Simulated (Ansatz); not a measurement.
TaAl:
```
TaAl
1.0
    3.19621     0.00000     0.00000
    0.00000     3.19621     0.00000
    0.00000     0.00000     3.19621
Ta Al
1 1
Direct
  0.00000   0.00000   0.00000
  0.50000   0.50000   0.50000
```

This is the PBEsol-relaxed structure.

Task: All from PBEsol (plane waves, PAW; program Ansatz), unless another level is named. Predict the highest zone-centre frequency.

Result: 296 cm⁻¹.

Task: Next, the bulk modulus (Birch–Murnaghan fit)?

Result: 161 GPa.

Task: Give the elastic constants (relaxed ions, GPa).

Result: C11 = 2.1, C12 = 242, C44 = 54.4.

Space group Pm-3m (CsCl type). The start of the workflow was typed in or built on a structure type; neither database checked (COD, Materials Project) lists it. Whether it is the stable phase at ambient conditions was not checked. Symmetry was held in the PBEsol relaxation. At this level the phase is mechanically unstable. No spin polarisation was allowed. As this level gives no gap, shear constants depend on the k-mesh and smearing (Fermi–Dirac, 0.1 eV here). As this level gives no gap, phonon frequencies hold no LO–TO term and depend on the k-mesh and smearing (Fermi–Dirac, 0.1 eV here). Scalar-relativistic: spin–orbit coupling is off unless named, which matters more the heavier the elements.

Potentials: the earlier of the program's two PAW sets. The files were generated under PBE; for other functionals the program regenerates the frozen cores, and for LDA and PBEsol the local potential too.
